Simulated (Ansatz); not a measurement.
Sb: eigenvalues along the path

```xyz
2
Lattice="3.3690 0.0000 0.0000 -1.6845 2.9176 0.0000 0.0000 0.0000 5.3300" Properties=species:S:1:pos:R:3 pbc="T T T"
Sb    0.0000    1.9451    1.3325
Sb    1.6845    0.9725    3.9975
```

Atoms are numbered in the order listed.

The cell is COD entry 1539203, as deposited and not checked against the literature; nothing was relaxed.

No spin–orbit coupling, which matters for the heavy atoms here.

Theory: Ansatz 0.2.0, DFT, PBEsol, all-electron LAPW, scalar-relativistic.

Numerical set-up: a Γ-centred 12×12×7 k mesh, Fermi–Dirac smearing of 0.05 eV, basis error target 0.5 meV/atom, no spin polarisation.

Path points, in fractions of the reciprocal vectors: Γ (0.000, 0.000, 0.000), M (0.500, 0.000, 0.000), K (0.333, 0.333, 0.000), A (0.000, 0.000, 0.500), L (0.500, 0.000, 0.500), H (0.333, 0.333, 0.500). Levels in eV from the Fermi level; bands 19 to 26, counted from the lowest band of the run. The gap is zero.

```
# k(1/Å) point b19 b20 b21 b22 b23 b24 b25 b26
0.000 Γ -13.19 -8.95 -5.97 3.31 3.31 5.11 5.11 6.03
0.077 - -13.17 -8.93 -5.95 3.03 3.21 4.99 5.15 5.99
0.154 - -13.10 -8.88 -5.87 2.37 2.95 4.64 5.23 5.87
0.231 - -12.99 -8.78 -5.76 1.52 2.62 4.12 5.27 5.65
0.308 - -12.83 -8.65 -5.59 0.61 2.26 3.49 5.22 5.31
0.385 - -12.63 -8.49 -5.38 -0.32 1.89 2.79 4.85 5.09
0.461 - -12.38 -8.30 -5.13 -1.23 1.54 2.05 4.29 4.91
0.538 - -12.10 -8.09 -4.83 -2.09 1.22 1.28 3.65 4.70
0.615 - -11.77 -7.88 -4.50 -2.88 0.51 0.94 2.97 4.48
0.692 - -11.40 -7.69 -4.13 -3.58 -0.24 0.69 2.29 4.28
0.769 - -11.01 -7.58 -4.11 -3.73 -0.97 0.48 1.61 4.10
0.846 - -10.58 -7.61 -4.41 -3.31 -1.64 0.31 0.97 3.96
0.923 - -10.16 -7.81 -4.47 -2.90 -2.25 0.19 0.40 3.85
1.000 - -9.78 -8.08 -4.35 -2.72 -2.56 -0.04 0.12 3.79
1.077 M -9.61 -8.23 -4.26 -2.92 -2.42 -0.22 0.10 3.76
1.121 - -9.60 -8.23 -4.26 -2.91 -2.41 -0.22 0.02 3.69
1.166 - -9.58 -8.22 -4.25 -2.89 -2.38 -0.21 -0.19 3.48
1.210 - -9.55 -8.20 -4.23 -2.85 -2.34 -0.49 -0.20 3.17
1.254 - -9.50 -8.17 -4.21 -2.80 -2.29 -0.84 -0.19 2.79
1.299 - -9.44 -8.14 -4.19 -2.73 -2.22 -1.20 -0.19 2.37
1.343 - -9.36 -8.11 -4.18 -2.65 -2.13 -1.54 -0.18 1.92
1.388 - -9.28 -8.08 -4.19 -2.56 -2.03 -1.85 -0.19 1.47
1.432 - -9.18 -8.05 -4.22 -2.45 -2.10 -1.91 -0.21 1.02
1.476 - -9.07 -8.03 -4.28 -2.34 -2.28 -1.78 -0.24 0.58
1.521 - -8.94 -8.04 -4.37 -2.37 -2.22 -1.63 -0.30 0.16
1.565 - -8.81 -8.06 -4.48 -2.38 -2.10 -1.47 -0.40 -0.23
1.610 - -8.67 -8.12 -4.58 -2.33 -2.01 -1.29 -0.57 -0.53
1.654 - -8.51 -8.22 -4.65 -2.22 -1.99 -1.10 -0.81 -0.69
1.698 K -8.36 -8.36 -4.68 -2.08 -2.08 -0.89 -0.89 -0.89
1.787 - -8.75 -8.03 -4.58 -2.53 -1.71 -1.36 -0.67 -0.44
1.876 - -9.24 -7.73 -4.29 -3.01 -1.90 -1.26 -0.23 0.07
1.965 - -9.78 -7.49 -3.86 -3.33 -2.46 -0.73 0.29 0.62
2.054 - -10.32 -7.38 -3.42 -3.32 -3.01 -0.14 0.88 1.22
2.142 - -10.83 -7.43 -3.54 -3.23 -2.69 0.50 1.51 1.86
2.231 - -11.31 -7.60 -4.02 -2.80 -1.98 1.18 2.18 2.52
2.320 - -11.74 -7.84 -4.47 -2.18 -1.22 1.88 2.85 3.20
2.409 - -12.12 -8.10 -4.86 -1.43 -0.41 2.58 3.52 3.88
2.498 - -12.44 -8.34 -5.19 -0.59 0.43 3.24 4.12 4.51
2.587 - -12.71 -8.55 -5.47 0.32 1.28 3.82 4.62 5.07
2.675 - -12.92 -8.73 -5.69 1.26 2.07 4.28 4.97 5.52
2.764 - -13.07 -8.85 -5.84 2.18 2.74 4.66 5.13 5.82
2.853 - -13.16 -8.93 -5.94 2.96 3.16 4.97 5.15 5.98
2.942 Γ -13.19 -8.95 -5.97 3.31 3.31 5.11 5.11 6.03
2.984 - -13.18 -9.00 -5.91 3.31 3.31 5.10 5.10 5.96
3.026 - -13.16 -9.12 -5.74 3.33 3.33 5.09 5.09 5.74
3.068 - -13.13 -9.31 -5.49 3.35 3.35 5.06 5.06 5.42
3.110 - -13.08 -9.53 -5.17 3.39 3.39 5.01 5.03 5.03
3.152 - -13.02 -9.78 -4.81 3.44 3.44 4.53 4.98 4.98
3.194 - -12.94 -10.03 -4.40 3.49 3.49 4.02 4.93 4.93
3.236 - -12.85 -10.28 -3.98 3.48 3.56 3.56 4.86 4.86
3.279 - -12.75 -10.53 -3.52 2.92 3.63 3.63 4.79 4.79
3.321 - -12.64 -10.78 -3.05 2.36 3.71 3.71 4.70 4.70
3.363 - -12.51 -11.02 -2.56 1.79 3.80 3.80 4.61 4.61
3.405 - -12.37 -11.24 -2.05 1.22 3.90 3.90 4.51 4.51
3.447 - -12.21 -11.46 -1.53 0.65 3.99 3.99 4.41 4.41
3.489 - -12.04 -11.67 -1.00 0.09 4.10 4.10 4.31 4.31
3.531 A -11.86 -11.86 -0.46 -0.46 4.20 4.20 4.20 4.20
3.608 - -11.84 -11.84 -0.45 -0.45 3.99 3.99 4.14 4.14
3.685 - -11.77 -11.77 -0.41 -0.41 3.43 3.43 3.97 3.97
3.762 - -11.66 -11.66 -0.37 -0.37 2.70 2.70 3.72 3.72
3.839 - -11.51 -11.51 -0.35 -0.35 1.94 1.94 3.43 3.43
3.916 - -11.31 -11.31 -0.44 -0.44 1.29 1.29 3.12 3.12
3.993 - -11.07 -11.07 -0.82 -0.82 0.95 0.95 2.81 2.81
4.070 - -10.79 -10.79 -1.47 -1.47 0.93 0.93 2.52 2.52
4.146 - -10.48 -10.48 -2.23 -2.23 1.07 1.07 2.25 2.25
4.223 - -10.13 -10.13 -2.99 -2.99 1.26 1.26 2.01 2.01
4.300 - -9.76 -9.76 -3.72 -3.72 1.48 1.48 1.82 1.82
4.377 - -9.38 -9.38 -4.39 -4.39 1.66 1.66 1.68 1.68
4.454 - -9.02 -9.02 -4.96 -4.96 1.55 1.55 1.86 1.86
4.531 - -8.75 -8.75 -5.36 -5.36 1.48 1.48 1.97 1.97
4.608 L -8.64 -8.64 -5.51 -5.51 1.45 1.45 2.01 2.01
4.652 - -8.63 -8.63 -5.50 -5.50 1.27 1.27 2.13 2.13
4.697 - -8.62 -8.62 -5.48 -5.48 0.92 0.92 2.32 2.32
4.741 - -8.59 -8.59 -5.44 -5.44 0.50 0.50 2.49 2.49
4.786 - -8.55 -8.55 -5.39 -5.39 0.06 0.06 2.63 2.63
4.830 - -8.50 -8.50 -5.33 -5.33 -0.40 -0.40 2.75 2.75
4.874 - -8.45 -8.45 -5.25 -5.25 -0.85 -0.85 2.86 2.86
4.919 - -8.38 -8.38 -5.16 -5.16 -1.30 -1.30 2.95 2.95
4.963 - -8.31 -8.31 -5.05 -5.05 -1.73 -1.73 3.04 3.04
5.008 - -8.24 -8.24 -4.94 -4.94 -2.14 -2.14 3.12 3.12
5.052 - -8.17 -8.17 -4.82 -4.82 -2.51 -2.51 3.20 3.20
5.096 - -8.10 -8.10 -4.70 -4.70 -2.84 -2.84 3.26 3.26
5.141 - -8.04 -8.04 -4.60 -4.60 -3.11 -3.11 3.32 3.32
5.185 - -8.00 -8.00 -4.53 -4.53 -3.29 -3.29 3.35 3.35
5.230 H -7.98 -7.98 -4.51 -4.51 -3.35 -3.35 3.36 3.36
5.318 - -8.06 -8.06 -4.53 -4.53 -3.16 -3.16 3.31 3.31
5.407 - -8.31 -8.31 -4.44 -4.44 -2.75 -2.75 3.13 3.13
5.496 - -8.69 -8.69 -4.16 -4.16 -2.23 -2.23 2.85 2.85
5.585 - -9.13 -9.13 -3.71 -3.71 -1.65 -1.65 2.51 2.51
5.674 - -9.59 -9.59 -3.14 -3.14 -1.02 -1.02 2.17 2.17
5.762 - -10.04 -10.04 -2.48 -2.48 -0.37 -0.37 1.86 1.86
5.851 - -10.45 -10.45 -1.78 -1.78 0.25 0.25 1.68 1.68
5.940 - -10.81 -10.81 -1.09 -1.09 0.71 0.71 1.79 1.79
6.029 - -11.13 -11.13 -0.57 -0.57 1.06 1.06 2.26 2.26
6.118 - -11.39 -11.39 -0.36 -0.36 1.64 1.64 2.86 2.86
6.207 - -11.60 -11.60 -0.35 -0.35 2.42 2.42 3.43 3.43
6.295 - -11.74 -11.74 -0.40 -0.40 3.24 3.24 3.86 3.86
6.384 - -11.83 -11.83 -0.44 -0.44 3.92 3.92 4.12 4.12
6.473 A -11.86 -11.86 -0.46 -0.46 4.20 4.20 4.20 4.20
```
